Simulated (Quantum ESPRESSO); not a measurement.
**SiO2 (P3₁21) under strain**

```yaml
crystal:
  lattice:
    - [4.91497, 0.00000, 0.00000]
    - [-2.45749, 4.25649, 0.00000]
    - [0.00000, 0.00000, 5.43130]
  atoms:
    - { symbol: Si, position: [0.53109, 0.53109, 0.00000] }
    - { symbol: Si, position: [0.46891, 0.00000, 0.33333] }
    - { symbol: Si, position: [0.00000, 0.46891, 0.66667] }
    - { symbol: O, position: [0.26922, 0.41339, 0.78489] }
    - { symbol: O, position: [0.58661, 0.85583, 0.11822] }
    - { symbol: O, position: [0.14417, 0.73078, 0.45156] }
    - { symbol: O, position: [0.41339, 0.26922, 0.21511] }
    - { symbol: O, position: [0.85583, 0.58661, 0.88178] }
    - { symbol: O, position: [0.73078, 0.14417, 0.54844] }
```
The geometry is a computed Materials Project entry, not a measured one. It is SiO2 in P3₁21. Stability against distortions was not tested. Forces on the atoms reach 0.13 eV/Å at this level.

Isotropic strain: all lattice vectors are scaled together, so the volume changes by about three times as much; fractional positions kept.

Method: field gradients by the PAW reconstruction of the field gradient on a scalar-relativistic PBE ground state (a modified build of Quantum ESPRESSO, JTH datasets), 22.5 Ha, k-mesh 5×5×4 through Γ. Values are those of the named site's first atom. Cores are frozen. Against all-electron runs on small test molecules, this scheme's |Vzz| missed by −6 % on Si, −2 to +6 % on O. Static lattice: thermal averaging is not included.

Unchanged cell: Vzz Si (a.u.) = 0.086, Vzz O (a.u.) = 0.927.

**Question.** How do these values move along the path (lattice scale factor: 0.98, 1.02)?

**Answer.** 
| lattice scale factor | Vzz Si (a.u.) | Vzz O (a.u.) |
|---|---|---|
| 0.98 | 0.079 | 0.817 |
| 1 | 0.086 | 0.927 |
| 1.02 | 0.092 | 1.032 |
